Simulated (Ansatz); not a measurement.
## Lattice vibrations of BiO at Γ

The calculation used DFT PBE, scalar-relativistic, plane waves, PAW in Ansatz 0.2.0. Cutoff 420 eV, 12×12×2 k-points (Γ-centred), Gaussian smearing of 0.10 eV. No spin polarisation. Phonons by linear response, acoustic sum rule imposed.

The cell, relaxed at this level:
```xyz
12
Lattice="3.6330 0.0000 0.0000 -1.8165 3.1463 0.0000 0.0000 0.0000 22.6910" Properties=species:S:1:pos:R:3 pbc="T T T"
Bi    0.0000    2.0975    1.2780
Bi    1.8165    1.0488   21.4129
Bi    0.0000    2.0975   17.2976
Bi    0.0000    0.0000   14.1035
Bi    1.8165    1.0488    5.3933
Bi    0.0000    0.0000    8.5874
O     0.0000    0.0000   18.2810
O     0.0000    2.0975   13.1938
O     1.8165    1.0488   15.7385
O     0.0000    0.0000    4.4100
O     1.8165    1.0488    9.4971
O     0.0000    2.0975    6.9524
```

The structure comes from a proposed guess, relaxed at this level; another structure or a mixture of phases may lie lower. In a metal, frequencies depend on the k mesh and the smearing, soft modes most. Spin–orbit coupling is left out, which matters for heavy elements. No dispersion correction is applied, so modes and constants that involve weak contacts between layers, chains or molecules come out too soft.

Q: Is this structure stable against zone-centre distortions?

A: No: 8 of the 33 optical modes are imaginary.

Q: List the optical modes at Γ (i marks imaginary ones).

A:
```
frequency (cm⁻¹)  degeneracy
             69i           2
             68i           2
             63i           2
              8i           2
              ≈0           2
              11           1
              18           1
              27           2
              27           2
              86           1
              92           1
              93           1
             293           1
             301           2
             301           2
             309           1
             324           1
             337           2
             337           2
             347           1
             375           1
             380           1
```
